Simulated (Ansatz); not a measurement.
This run works on a generated trial structure, not on a known crystal.

Input and command of a plane-wave DFT calculation in Ansatz:

```yaml
crystal:
  lattice:
    - [-1.378121, 1.378121, 5.7546]
    - [1.378121, -1.378121, 5.7546]
    - [1.378121, 1.378121, -5.7546]
  atoms:
    - { symbol: Fe, position: [0.5, 0.5, 0.0], spin: 3.36 }
    - { symbol: Pt, position: [0.842565, 0.842565, 0.0], spin: 0.34 }
    - { symbol: Pt, position: [0.157435, 0.157435, 0.0], spin: 0.34 }
basis:
  ecutwfc: 420
kpoints:
  mp_grid: { grid: [24, 24, 24] }
hamiltonian:
  xc: pbe
scf:
  occupations: { method: gaussian, width: 0.1 }
output:
  forces: true
  stress: true
  eigenvalues: true
  populations: true
  write_density: true
  write_potential: true
  elf: true
  volumetric_format: npy
magnetization:
  spin_polarized: true
relax:
  adjacent_minimum: "off"
  f_tol: 0.01
  max_steps: 80
  cell: { stress_tol: 0.05 }
```

```bash
ansatz run input.yaml --threads 1 --pin off --max-ram 3072MiB --backend cpu --events-out ev --progress --plain --runs-dir out
```

Processor: Intel(R) Xeon(R) Platinum 8375C CPU @ 2.90GHz (Ice Lake), 1 thread, on a host shared with other jobs.

Problem. Estimate time, memory and problem size.

Solution. About 6.9 min, peak memory 2.2 GiB. It solves 34 bands at 1063 k points (after reduction by symmetry) with about 847 plane waves (on the last cell), in 21 SCF iterations over 2 ionic steps.
